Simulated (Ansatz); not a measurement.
Consider the following.

Cd2TeS:
```cif
data_Cd2STe
_chemical_formula_sum 'Cd2 Te1 S1'
_space_group_name_H-M_alt 'P 1'
_space_group_IT_number 1
_cell_length_a 4.34641
_cell_length_b 4.34641
_cell_length_c 7.14135
_cell_angle_alpha 90.000
_cell_angle_beta 90.000
_cell_angle_gamma 120.000
loop_
_space_group_symop_operation_xyz
  'x, y, z'
loop_
_atom_site_label
_atom_site_type_symbol
_atom_site_fract_x
_atom_site_fract_y
_atom_site_fract_z
_atom_site_occupancy
Cd1 Cd 0.66667 0.33333 0.47219 1
Cd2 Cd 0.00000 0.00000 0.02489 1
Te1 Te 0.00000 0.00000 0.63101 1
S1 S 0.66667 0.33333 0.11990 1
```

This is the PBEsol-relaxed structure.

**Question.** All from the program Ansatz at the PBEsol level (PAW), unless another level is named. Estimate the highest zone-centre frequency.

**Answer.** 257 cm^-1.

**Question.** And the bulk modulus (Birch–Murnaghan fit)?

**Answer.** 48.0 GPa.

Space group P3m1. The first step of the workflow began from a Materials Project structure, measured or hypothetical; the Crystallography Open Database copy checked does not list it. Whether it is the stable phase at ambient conditions was not checked. Symmetry was held in the PBEsol relaxation; of distortions, only those at the zone centre were tested. As this level gives no gap, phonon frequencies hold no LO–TO term and depend on the k-mesh and smearing (Fermi–Dirac, 0.1 eV here). Spin–orbit coupling is left out wherever it is not named.

Potentials: the later of the program's two PAW sets.
